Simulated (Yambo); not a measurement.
Yambo run on NaCl (rock salt, space group Fm-3m, No. 225). The wavefunctions are PBEsol (Quantum ESPRESSO, PseudoDojo norm-conserving, 88 Ry, without SOC) ones on a 4×4×4 mesh (8 occupied bands); a = b = c = 3.962 Å, α = β = γ = 60.00°.

Yambo input:

```
rim_cut
HF_and_locXC
RandQpts= 1000000
RandGvec= 1 Ry
EXXRLvcs= 88 Ry
VXCRLvcs= 352 Ry
% QPkrange
 1 | 1 | 8 | 9 |
 3 | 3 | 8 | 9 |
 7 | 7 | 8 | 9 |
 8 | 8 | 8 | 9 |
%
```

k points by index: 1 = Γ, 3 = L, 7 = X, 8 = W.

The o-*.hf file then holds:

```
#    K-point    Band    Eo [eV]    Ehf [eV]    Vxc [eV]    Vnlxc [eV]
#
    1    8    0.000000    -4.497737    -14.35573    -18.85347
    1    9    5.008295    9.151142    -8.420817    -4.277970
    3    8    -0.278536    -4.872817    -14.01151    -18.60579
    3    9    7.096764    11.36879    -8.054541    -3.782512
    7    8    -0.628161    -5.326569    -13.74994    -18.44835
    7    9    7.468162    12.00019    -8.841320    -4.309287
    8    8    -0.793544    -5.472008    -13.40931    -18.08777
    8    9    8.795626    13.56945    -9.682568    -4.908747
```
Exchange alone, without screening.

Geometry relaxed with PBEsol.
